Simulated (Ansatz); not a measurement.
One stationary structure of BAs. Space group P6₃mc (No. 186), AFLOW prototype AB_hP8_186_ab_ab (B5, as in SiC). Method: PBEsol (plane waves to 420 eV, PAW, scalar-relativistic; Ansatz, a quantum-chemistry and plane-wave program).

```xyz
8
Lattice="3.3621 0.0000 0.0000 -1.6810 2.9117 0.0000 0.0000 0.0000 11.0550" Properties=species:S:1:pos:R:3 pbc="T T T"
B      0.0000     0.0000    11.0492
B      0.0000     0.0000     5.5216
B      1.6810     0.9706     8.2991
B      0.0000     1.9411     2.7716
As     0.0000     0.0000     8.9897
As     0.0000     0.0000     3.4622
As     1.6810     0.9706     6.2160
As     0.0000     1.9411     0.6885
```

Volume per atom: 13.53 Å³
Density: 5.26 g/cm³
Band gap: 1.16 eV, indirect (valence top at Γ, conduction bottom at 89 % of the way from Γ to M) (no spin-orbit coupling)
Smallest direct gap: 2.41 eV at Γ
Shortest distances: As–B 2.06 Å; B–B 3.36 Å; As–As 3.36 Å
k-mesh: 11×11×3

Band energies at high-symmetry points (eV from the VBM; labels of this space group; no spin-orbit coupling), from −5 eV up to 3.2 eV:

```tsv
point	energies
Γ	-1.97 -1.97 -1.27 -1.27 -1.16 -1.16 -0.18 0.00 0.00 2.41 2.73 2.99 2.99
M	-4.92 -4.21 -3.32 -3.29 -3.18 -2.48 -1.95 1.17 1.53 2.06 2.25 2.39
K	-4.77 -3.74 -3.74 -2.72 2.93 2.96 2.96
A	-2.15 -2.15 -1.77 -1.77 -1.77 -1.77 -0.45 -0.45 -0.45 -0.45 2.53 2.53
L	-4.77 -4.77 -3.97 -3.97 -3.37 -3.37 -2.43 -2.43 1.40 1.40 2.95 2.95
H	-3.75 -3.75 -3.39 -3.39 1.94 1.94
```

No spin polarisation in the result.

The run could not lose the symmetry of its start.

The first start was generated by placing the elements on the sites of a structure type. Materials Project lists a structure of BAs in the same space group, P6₃mc (No. 186); the sites were not compared with it, nor with measured phases. Known forms of BAs include space group No. 216.
